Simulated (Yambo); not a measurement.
BSE-type run in Yambo on NaCoO₂ (space group P6_3/mmc, No. 194), at finite momentum (a q point of the mesh, 1.49 1/Å).

Quantum ESPRESSO step (PBEsol, PseudoDojo standard norm-conserving files, scalar-relativistic):
```
&CONTROL
  calculation = 'nscf'
  pseudo_dir = './pseudo'
  outdir = './out'
/
&SYSTEM
  ibrav = 0
  nat = 8
  ntyp = 3
  ecutwfc = 96.0
  ecutrho = 384.0
  occupations = 'fixed'
  force_symmorphic = .true.
  nbnd = 69
/
&ELECTRONS
  conv_thr = 8e-09
  diago_full_acc = .true.
  diago_thr_init = 1e-08
/
ATOMIC_SPECIES
O 15.9990 O.upf
Na 22.9898 Na.upf
Co 58.9332 Co.upf
CELL_PARAMETERS angstrom
  2.877190160000   0.000000000000   0.000000000000
 -1.438595080000   2.491719770000   0.000000000000
  0.000000000000   0.000000000000  10.389860000000
ATOMIC_POSITIONS crystal
O   0.333333333000   0.666666667000   0.404820000000
O   0.666666667000   0.333333333000   0.595180000000
O   0.666666667000   0.333333333000   0.904820000000
O   0.333333333000   0.666666667000   0.095180000000
Na   0.666666667000   0.333333333000   0.250000000000
Na   0.333333333000   0.666666667000   0.750000000000
Co   0.000000000000   0.000000000000   0.500000000000
Co   0.000000000000   0.000000000000   0.000000000000
K_POINTS automatic
9 9 2 0 0 0
```

Yambo input:
```
rim_cut
optics
bse
bss
dipoles
em1s
RandQpts= 1000000
RandGvec= 1 Ry
FFTGvecs= 40 Ry
Chimod= "HARTREE"
BSKmod= "SEX"
BSEmod= "resonant"
BSSmod= "hs"
BSENGexx= 15 Ry
BSENGBlk= 3 Ry
% KfnQP_E
 0.801 | 1.0 | 1.0 |
%
% BSEQptR
 24 | 24 |
%
% BSEBands
 33 | 42 |
%
% BEnRange
 0.0 | 6.6 | eV
%
% BDmRange
 0.15 | 0.15 | eV
%
BEnSteps= 132
% BLongDir
 1.0 | 0.0 | 0.0 |
%
BSHayTrs= -0.02
BSSNEig= 24
WRbsWF
% BndsRnXs
 11 | 65 |
%
NGsBlkXs= 3 Ry
% LongDrXs
 1.0 | 1.0 | 1.0 |
%
```

From the report:

The dimension is k points × valence × conduction bands = 162 × 6 × 4 = 3888.
```
   [SLEPC] Approach                          : Krylov-Schur
   [SLEPC] Number of requested eigenvalues   :  24
   [SLEPC] Number of eigenvalues        [NEV]:  24
    [K] Dimension                                    :   3888
    [K] Bands                                        :   33   42
    [K] Exchange res                                 : yes
    [K] Correlation res                              : yes
    [K] W interaction is bare                        : no
    [K] RL vectors exchange                          :   511
    [K] RL vectors correlation                       :   65
    [W] Matrix size                                  :   65
    [W] Bands                                        :   11   65
    [W] Coulomb Cutoff                               : none
    [W] Hxc Kernel                                   : HARTREE
```
Lowest eigenvalues (eV; in brackets the number of states within 2 meV): 0.95 (1), 0.95 (1), 0.96 (1), 0.96 (1), 0.97 (1), 0.98 (1). They depend on the mesh, which isn't converged, and on the G0W0 scissor.

Geometry of the Materials Project entry, not relaxed at this level.

The structure is a Materials Project entry; no match was found in the copy of COD used, and its stability was not checked.

The runs are not spin-polarised; magnetic order was not tried.
